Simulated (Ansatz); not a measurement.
Relaxed-ion elastic tensor of SnSe in space group Pnma (No. 62; Sn on 4c, Se on 4c) in GPa (Voigt order), r²SCAN (plane waves, PAW; program Ansatz); density 5.79 g/cm³, 28.35 Å³ per atom.

```json
[
 {"": "1", "1": "29.3", "2": "21.1", "3": "10.5", "4": "0.0", "5": "0.0", "6": "0.0"},
 {"": "2", "1": "21.1", "2": "63.5", "3": "17.5", "4": "0.0", "5": "0.0", "6": "0.0"},
 {"": "3", "1": "10.5", "2": "17.5", "3": "37.4", "4": "0.0", "5": "0.0", "6": "0.0"},
 {"": "4", "1": "0.0", "2": "0.0", "3": "0.0", "4": "21.4", "5": "0.0", "6": "0.0"},
 {"": "5", "1": "0.0", "2": "0.0", "3": "0.0", "4": "0.0", "5": "9.3", "6": "0.0"},
 {"": "6", "1": "0.0", "2": "0.0", "3": "0.0", "4": "0.0", "5": "0.0", "6": "19.8"}
]
```

Q: Is the crystal mechanically stable?

A: Yes: the smallest eigenvalue of C is 9.3 GPa.

Q: Work out the Voigt, Reuss and Hill averages.

A: K_V = 25.4, K_R = 21.5, K_H = 23.4; G_V = 15.5, G_R = 13.4, G_H = 14.5 GPa.

Q: Give Young's modulus, Poisson's ratio, Pugh's ratio and the universal anisotropy index.

A: E = 9KG/(3K + G) = 36.0 GPa; ν = 0.24; K/G = 1.62 (brittle by the Pugh limit of 1.75); A_U = 5G_V/G_R + K_V/K_R − 6 = 0.97.

Q: Estimate the sound speeds and the Debye temperature.

A: v_l = √((K + 4G/3)/ρ) = 2720 m/s, v_t = √(G/ρ) = 1580 m/s, mean 1750 m/s; Θ = (h/k)(3n/4πV)^(1/3) v_m = 171 K.

Q: How much does each axis shrink under pressure?

A: Linear compressibilities β_i = Σ_j S_ij (j = 1 to 3): x 26, y 2.0, z 18 per TPa.

The r²SCAN relaxation kept the symmetry of its start. The volume moved by 45 % from the start of the relaxation. Spin–orbit coupling is left out wherever it is not named.

Potentials: the later of the program's two PAW sets.
